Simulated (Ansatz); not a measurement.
Start of a relaxation of SrSmBr4:

```
Sr Sm Br
1.0
     6.64292    0.00000    0.00000
    -3.32146    5.75293    0.00000
     0.00000    0.00000    5.16056
Sr Sm Br
1 1 4
Direct
  0.66667 0.33333 0.00000
  0.00000 0.00000 0.00000
  0.33333 0.66667 0.00000
  0.66436 0.83218 0.50000
  0.16782 0.83218 0.50000
  0.16782 0.33564 0.50000
```

Computed with DFT PBE, scalar-relativistic, plane waves, PAW, and for the lanthanide a 4f-in-core norm-conserving potential (Ansatz). Cutoff 690 eV, Gaussian smearing, Γ-centred meshes. Cell and atoms relax first on a coarse mesh and then on a finer one. In between, the cell is made exact in the group found at 0.06 Å. In metals the finer mesh still leaves noise of several meV/atom or more. The steps can't lower the symmetry of their start. No spin polarisation.

A guess keeps its type if space group and coordination stay and the shape of the cell changes little (axis ratios within about 15 %, angles within 6°); the volume may change.

Task: Does it keep its structure type, or change into something else?

Result: It doesn't keep its type. The symmetry stays P-6m2 (No. 187). The volume per atom grows by 33.8 %, from 32.9 to 44.0 Å³. The shortest distance goes from 3.21 Å (Br–Br) to 2.89 Å (Sm–Br). The ratio c/a of the conventional cell changes by a factor of 0.57. Counting neighbours within 15 % of an atom's shortest distance, the start has Br 6/8, Sm 6, Sr 18 and the end Br 2/8, Sm 6, Sr 2. In detail, at the end Sr has 2 Sr at 3.93 Å; Sm is surrounded by 6 Br at 2.89 Å; Br on a site of symmetry -6m2 has 6 Br at 3.56 Å and 2 Br at 3.93 Å (long against the sum of covalent radii); 1 more site not described.

Space group P-6m2 (No. 187). a = 8.804 Å, b = 8.804 Å, c = 3.930 Å, α = 90.00°, β = 90.00°, γ = 120.00°
```tsv
atom	site	symmetry	x	y	z
Sr	1e	-6m2	0.6667	0.3333	0.0000
Sm	1a	-6m2	0.0000	0.0000	0.0000
Br	1c	-6m2	0.3333	0.6667	0.0000
Br	3k	mm2	0.7224	0.8612	0.5000
```

Energies over the elements count from the elements' standard structures at the same level, with no fitted energy shifts. The references include crystalline Br.

Task: At what energy does it end?

Result: −1.14 eV/atom.

The last run used a 6×6×10 mesh (in the run's order of axes) for its 6-atom cell and Gaussian smearing of 0.10 eV. An odd number of valence electrons (the lanthanide is held trivalent, its 4f shell in the core) allows no gap without spin; another valence of the lanthanide, a larger cell or a magnetic state could open one. The reference form of Br is held partly by dispersion forces, which this level lacks. A structure relaxed within its symmetry needn't be a true minimum. Another cell of SrSmBr4 relaxed alike, in P4/mmm, lies 0.65 eV/atom lower, so this cell isn't the stable form at this level.

The lanthanide is trivalent by construction, without f bands, f moments or other valences. The reference runs of the other elements, and any phases without the lanthanide, used 420 eV, which shifts energies against them by under 10 meV/atom. The lanthanide's reference is the lowest of its hcp, dhcp and fcc cells.

In counts of neighbours, a slash parts the counts of unlike sites.
